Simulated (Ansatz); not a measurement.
BaCuSF:
```
BaCuSF
1.0
    4.09288     0.00000     0.00000
    0.00000     4.09288     0.00000
    0.00000     0.00000     9.06911
Ba Cu S F
2 2 2 2
Cartesian
  0.00000   2.04644   7.44517
  2.04644   0.00000   1.62394
  2.04644   2.04644   4.53455
  0.00000   0.00000   4.53455
  0.00000   2.04644   3.23553
  2.04644   0.00000   5.83358
  2.04644   2.04644   0.00000
  0.00000   0.00000   0.00000
```

Tensor components refer to the Cartesian frame of this cell.

Task: Give the high-frequency dielectric tensor and the Born effective charge tensors of the independent atoms from DFPT, plane-wave PAW r²SCAN (Ansatz code).

Result: 
ε∞:
```
5.56  0.00  0.00
0.00  5.56  0.00
0.00  0.00  4.08
```
Z* of atom 1 (Ba), rows: field, columns: displacement, in e:
```
2.69  0.00  0.00
0.00  2.69  0.00
0.00  0.00  3.47
```
Z* of atom 3 (Cu), rows: field, columns: displacement, in e:
```
1.09  0.00  0.00
0.00  1.09  0.00
0.00  0.00  0.20
```
Z* of atom 5 (S), rows: field, columns: displacement, in e:
```
-2.42   0.00   0.00
 0.00  -2.42   0.00
 0.00   0.00  -1.34
```
Z* of atom 7 (F), rows: field, columns: displacement, in e:
```
-1.36   0.00   0.00
 0.00  -1.36   0.00
 0.00   0.00  -2.34
```

Static charges for comparison (Bader): Ba1 +1.57, Cu3 +0.44, S5 -1.16, F7 -0.85 e. Born charges measure polarisation by displacement and can exceed these by far.

Space group P4/nmm. The workflow started from a Materials Project entry (that database holds measured and hypothetical structures alike); the Crystallography Open Database copy checked does not list it. Its standing as an ambient phase is unchecked. The r²SCAN relaxation kept the symmetry of its start; phonons on a q-mesh show no instability. No spin polarisation was allowed. No Hubbard U is applied. Spin–orbit coupling is left out wherever it is not named.

Potentials: the earlier of the program's two PAW sets.
